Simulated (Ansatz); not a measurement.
CdS:
```
CdS
1.0
    4.12080     0.00000     0.00000
   -2.06040     3.56872     0.00000
    0.00000     0.00000    13.43660
Cd S
4 4
Direct
  0.00000   0.00000   0.00042
  0.00000   0.00000   0.50042
  0.66667   0.33333   0.75023
  0.33333   0.66667   0.25023
  0.00000   0.00000   0.81259
  0.00000   0.00000   0.31259
  0.66667   0.33333   0.56239
  0.33333   0.66667   0.06239
```

Relaxed with PBEsol.

### Question
Give the optical modes at the zone centre with their infrared activity from DFPT, PBEsol in the plane-wave PAW code Ansatz.

### Answer
Transverse frequencies, without the LO–TO term; a row sums one degenerate level.

```tsv
ω (cm⁻¹)	degeneracy	IR ((D/Å)²/amu)	activity	symmetry
34	2	0.00	IR-inactive	E2
34	2	0.00	IR-inactive	E2
41	2	0.00	IR-inactive	E1
97	1	0.00	IR-inactive	B1
98	1	0.00	IR-inactive	B1
134	1	0.00	IR-inactive	A1
231	1	17.53	IR	A1
234	2	33.67	IR	E1
241	2	0.00	IR-inactive	E2
244	2	0.00	IR-inactive	E2
250	2	0.00	IR-inactive	E1
291	1	0.00	IR-inactive	B1
292	1	0.00	IR-inactive	B1
296	1	0.00	IR-inactive	A1
```

### Question
How high does the top mode go among those that the LO–TO term moves?

### Answer
289 cm⁻¹ for q along x, 289 cm⁻¹ for q along y, 288 cm⁻¹ for q along z.

Space group P6_3mc. The cell is a constructed one: a structure type filled with these elements. Its sites differ from those of the usual phase in this space group: another stacking or structure type. The PBEsol relaxation kept the symmetry of its start; whether a distortion lowers the energy is not shown.

Potentials: the later of the program's two PAW sets.
